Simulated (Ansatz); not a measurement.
**Cd₂OsO₄: reading a single point**

```xyz
14
Lattice="5.4087 0.0000 0.0000 0.0000 9.6433 0.0000 0.0000 0.0000 3.1140" Properties=species:S:1:pos:R:3 pbc="T T T"
O     2.0012    2.9894    0.0000
O     3.4075    6.6539    0.0000
O     4.7056    1.8322    0.0000
O     0.7031    7.8111    0.0000
Cd    0.3137    3.0859    1.5570
Cd    5.0950    6.5574    1.5570
Cd    3.0181    1.7358    1.5570
Cd    2.3907    7.9075    1.5570
Os    0.0000    0.0000    0.0000
Os    2.7044    4.8216    0.0000
O     1.1358    0.4822    1.5570
O     4.2729    9.1611    1.5570
O     3.8402    4.3395    1.5570
O     1.5685    5.3038    1.5570
```

Level: r2SCAN, no spin polarisation; 500 eV; 6×4×10 Γ-centred mesh; fermi-dirac occupations (width 0.1 eV); Ansatz 0.2.0, fixed geometry.

**Question.** What happens at the Fermi level?

**Answer.** It is a metal, with about 11 states/eV a cell as the mean within 0.25 eV of the Fermi level, mostly Os d (66 %) and O p (27 %).

**Question.** How is the charge shared?

**Answer.** Bader charges in e: Cd +1.29, Os +1.97, O -1.17 to -1.11. In the mean Os gives up most and O takes most.

**Question.** What does the stress say?

**Answer.** The pressure is 13.1 GPa (compression positive), so with the atoms held at these fractions the cell would first expand. The principal stresses 10.9, 12.4, 16.0 GPa differ, so its shape would change too.

**Question.** Describe some of the short contacts.

**Answer.** O–Os at 1.96 Å: least valence density 0.93 e/Å³ and ELF 0.26 there. O–Cd at 2.24 Å: least valence density 0.43 e/Å³ and ELF 0.12 there. Both are smooth PAW fields, read partly inside the augmentation spheres.

**Question.** Is it stable against the elements?

**Answer.** -1.01 eV an atom against the elements' usual phases (free molecules for gases, crystals otherwise, with no correction for O₂ or N₂), so it is bound against them; other compounds may still compete. Relaxing would lower it.

Origin: a known structure type with other elements, at an estimated volume, so it need not be a known compound. Caveats: many states at the Fermi level without spin polarisation, so a magnetic state may lie lower; correlation that this level lacks may open a gap in such a compound.
